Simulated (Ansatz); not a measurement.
A structure of SnS relaxed with PBEsol (plane waves to 420 eV, PAW, scalar-relativistic; Ansatz, a first-principles code); single points at other levels follow on the same geometry (Ansatz, PAW; HSE06 at 420 eV on a 2×6×6 k-mesh; no spin-orbit coupling). Space group Pnma (No. 62).

```
CELL_PARAMETERS angstrom
     11.09920     0.00000     0.00000
      0.00000     3.98417     0.00000
      0.00000     0.00000     4.23577
ATOMIC_POSITIONS crystal
  Sn 0.61852 0.75000 0.61020
  Sn 0.88148 0.25000 0.11020
  Sn 0.38148 0.25000 0.38980
  Sn 0.11852 0.75000 0.88980
  S  0.35321 0.75000 0.97569
  S  0.14679 0.25000 0.47569
  S  0.64679 0.25000 0.02431
  S  0.85321 0.75000 0.52431
```

| level | gap (eV) | kind | conduction minimum |
|---|---|---|---|
| PBEsol | 0.62 | indirect | 33 % of the way from Y to Γ |
| HSE06 | (withheld) | – | (withheld) |

Fill in the missing entries.


- HSE06, gap (eV): 0.98
- HSE06, conduction minimum: k = (0, 0.3333, 0)

HSE06 gaps come from a coarse mesh plus a few chosen points, so they may be too large. No spin polarisation in the result.

The run could not lose the symmetry of its start.
